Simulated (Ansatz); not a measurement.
YNi$_{2}$Ge$_{2}$:
```
YNi2Ge2
1.0
   -2.02007     2.02007     4.86995
    2.02007    -2.02007     4.86995
    2.02007     2.02007    -4.86995
Y Ni Ge
1 2 2
Cartesian
  0.00000   0.00000   0.00000
  2.02007   0.00000   2.43498
  0.00000   2.02007   2.43498
  0.00000   0.00000   6.13093
  0.00000   0.00000   3.60898
```

Relaxed with r²SCAN.

Q: Which orbitals make up the states near the Fermi level in the program Ansatz at the r²SCAN level (PAW)?

A: Within 0.5 eV of the Fermi level: Ni 3d 55 %, Y 4d 19 %, Ge 4p 19 %. Projections are on Löwdin-orthogonalised atomic valence shells; empty p or d shells of many metals are not among them.

Q: Tabulate the density of states.

A: States/eV per cell of 5 atoms, in 0.25 eV bins, energy from the Fermi level.

| E (eV) | total | Ni 3d | Ge 4p | Y 4d |
|---|---|---|---|---|
| -7.85 | 0.21 | 0.03 | 0.01 | 0.01 |
| -7.60 | 0.00 | 0.00 | 0.00 | 0.00 |
| -7.35 | 0.00 | 0.00 | 0.00 | 0.00 |
| -7.10 | 0.00 | 0.00 | 0.00 | 0.00 |
| -6.85 | 0.00 | 0.00 | 0.00 | 0.00 |
| -6.60 | 0.00 | 0.00 | 0.00 | 0.00 |
| -6.35 | 0.00 | 0.00 | 0.00 | 0.00 |
| -6.10 | 0.00 | 0.00 | 0.00 | 0.00 |
| -5.85 | 0.28 | 0.02 | 0.18 | 0.02 |
| -5.60 | 2.11 | 0.25 | 1.23 | 0.15 |
| -5.35 | 2.62 | 0.38 | 1.44 | 0.22 |
| -5.10 | 2.10 | 0.37 | 1.11 | 0.17 |
| -4.85 | 2.13 | 0.47 | 1.12 | 0.14 |
| -4.60 | 1.93 | 0.57 | 0.92 | 0.11 |
| -4.35 | 1.42 | 0.40 | 0.68 | 0.10 |
| -4.10 | 2.10 | 0.74 | 0.97 | 0.13 |
| -3.85 | 2.77 | 1.04 | 1.31 | 0.16 |
| -3.60 | 5.09 | 2.17 | 2.29 | 0.33 |
| -3.35 | 5.44 | 2.84 | 1.97 | 0.40 |
| -3.10 | 4.47 | 2.33 | 1.60 | 0.36 |
| -2.85 | 5.92 | 3.98 | 1.35 | 0.37 |
| -2.60 | 10.71 | 8.29 | 1.33 | 0.56 |
| -2.35 | 6.90 | 5.56 | 0.82 | 0.20 |
| -2.10 | 7.63 | 6.51 | 0.57 | 0.30 |
| -1.85 | 10.87 | 9.95 | 0.32 | 0.35 |
| -1.60 | 11.02 | 10.21 | 0.35 | 0.23 |
| -1.35 | 5.08 | 3.97 | 0.46 | 0.44 |
| -1.10 | 2.89 | 1.92 | 0.40 | 0.35 |
| -0.85 | 2.11 | 1.26 | 0.36 | 0.29 |
| -0.60 | 4.00 | 2.61 | 0.62 | 0.52 |
| -0.35 | 5.08 | 3.26 | 0.80 | 0.71 |
| -0.10 | 3.58 | 1.87 | 0.73 | 0.75 |
| 0.15 | 2.54 | 1.12 | 0.57 | 0.63 |
| 0.40 | 1.84 | 0.69 | 0.45 | 0.51 |
| 0.65 | 1.73 | 0.56 | 0.44 | 0.53 |
| 0.90 | 1.54 | 0.43 | 0.42 | 0.50 |
| 1.15 | 1.26 | 0.32 | 0.36 | 0.44 |
| 1.40 | 0.86 | 0.20 | 0.25 | 0.33 |
| 1.65 | 0.89 | 0.18 | 0.23 | 0.39 |
| 1.90 | 0.94 | 0.18 | 0.23 | 0.40 |
| 2.15 | 2.31 | 0.41 | 0.53 | 0.92 |
| 2.40 | 2.24 | 0.36 | 0.56 | 0.90 |
| 2.65 | 1.86 | 0.25 | 0.42 | 0.84 |
| 2.90 | 2.18 | 0.25 | 0.42 | 1.12 |
| 3.15 | 3.01 | 0.32 | 0.42 | 1.73 |
| 3.40 | 3.36 | 0.31 | 0.41 | 1.96 |
| 3.65 | 3.39 | 0.23 | 0.45 | 1.90 |
| 3.90 | 3.47 | 0.20 | 0.48 | 1.97 |
| 4.15 | 3.72 | 0.18 | 0.55 | 2.16 |
| 4.40 | 4.49 | 0.19 | 0.70 | 2.59 |
| 4.65 | 3.74 | 0.17 | 0.71 | 1.80 |
| 4.90 | 3.55 | 0.16 | 0.80 | 1.44 |

Space group I4/mmm. The workflow started from a Materials Project entry (that database holds measured and hypothetical structures alike); the Crystallography Open Database copy checked does not list it. Its standing as an ambient phase is unchecked. The r²SCAN relaxation kept the symmetry of its start; whether a distortion lowers the energy is not shown. The run is not spin-polarised. Scalar-relativistic: spin–orbit coupling is off unless named, which matters more the heavier the elements.

Potentials: the later of the program's two PAW sets.
